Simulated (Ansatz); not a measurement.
Task: Hill shear modulus from LDA minus that from r²SCAN (% of the latter), each on its own relaxed cell (Ansatz, a first-principles code, plane waves, PAW; no spin–orbit coupling, no Hubbard U), over 19 phases of the class «halides»: what sign and size do you expect?

Result: Mean 7 %, median 7 %, mean absolute 9 %; eight in ten lie between 0 and 16 %, and 89 % are above zero.

Some cases that may be named, with their rank among the 19 from the lowest: LiCl, wurtzite -13 % (rank 1); LiF, wurtzite -9 % (rank 2); NaI, rock salt 7 % (rank 10); LiF, rock salt 8 % (rank 11); KF, rock salt 17 % (rank 18); Cs2AgBiBr6, Fm-3m (Bi on 4a, Ag on 4b, Cs on 8c, Br on 24e) 18 % (rank 19).

The phases are those computed here (of each formula those with measured values and the lowest at some level), not a balanced benchmark, and neither functional is the truth. Pairs that end in unlike spin orders or unlike minima (c/a over 6 % apart, 30 % for weakly bound crystals), magnets with 4f shells, solids of gases and phases set aside for tests are left out, and so are metals.

Not the usual ambient phase: LiCl, wurtzite; LiF, wurtzite. All cells were relaxed under the symmetry of their starts (and spin orders); stability against distortions was not tested throughout. Named crystals with no word on spin ran without spin polarisation. Scalar-relativistic: spin–orbit coupling is off unless named, which matters more the heavier the elements.

Potentials: the later of the program's two PAW sets.

Ansatz is a plane-wave DFT program.
